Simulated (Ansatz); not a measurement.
A geometry of WSe2 away from equilibrium: step 2 of the relaxation of a generated cell, WSe2 placed in the cotunnite structure type. All values below come from r2SCAN (plane waves to 500 eV, PAW, scalar-relativistic; Ansatz, a first-principles code). Γ-centred k-mesh 3×5×3 on the run's cell (coarser than for final values), Fermi–Dirac smearing 0.05 eV. The plane waves were selected for a different cell earlier on the path.

```yaml
crystal:
  lattice:
    - [6.71597, 0.00000, 0.00000]
    - [0.00000, 4.02794, 0.00000]
    - [0.00000, 0.00000, 8.19491]
  atoms:
    - { symbol: W, position: [0.74257, 0.25000, 0.59315] }
    - { symbol: W, position: [0.24257, 0.25000, 0.90685] }
    - { symbol: W, position: [0.25743, 0.75000, 0.40685] }
    - { symbol: W, position: [0.75743, 0.75000, 0.09315] }
    - { symbol: Se, position: [0.63590, 0.25000, 0.91590] }
    - { symbol: Se, position: [0.13590, 0.25000, 0.58410] }
    - { symbol: Se, position: [0.36410, 0.75000, 0.08410] }
    - { symbol: Se, position: [0.86410, 0.75000, 0.41590] }
    - { symbol: Se, position: [0.51236, 0.25000, 0.35139] }
    - { symbol: Se, position: [0.01236, 0.25000, 0.14861] }
    - { symbol: Se, position: [0.48764, 0.75000, 0.64861] }
    - { symbol: Se, position: [0.98764, 0.75000, 0.85139] }
```

Question: Give the Cartesian forces on all atoms (eV/Å).

Answer: 
```
atom     Fx    Fy     Fz
----  -----  ----  -----
W1     0.12  0.00   0.19
W2     0.12  0.00  -0.19
W3    -0.12  0.00  -0.19
W4    -0.12  0.00   0.19
Se5   -0.23  0.00  -0.43
Se6   -0.23  0.00   0.43
Se7    0.23  0.00   0.43
Se8    0.23  0.00  -0.43
Se9   -0.63  0.00  -0.15
Se10  -0.63  0.00   0.15
Se11   0.63  0.00   0.15
Se12   0.63  0.00  -0.15
```

The path ends in Pnma (No. 62). No spin polarisation in the result. No dispersion correction is included, so spacings between layers, chains or molecules are soft and tend to come out too large.

The run could not lose the symmetry of its start, so the end can be a saddle point.

The end of the path is a generated cell of WSe2: the first start was made by placing the elements on the sites of a structure type, and the end was not matched to a known phase here, so it may be hypothetical. Known forms of WSe2 include space group No. 194.
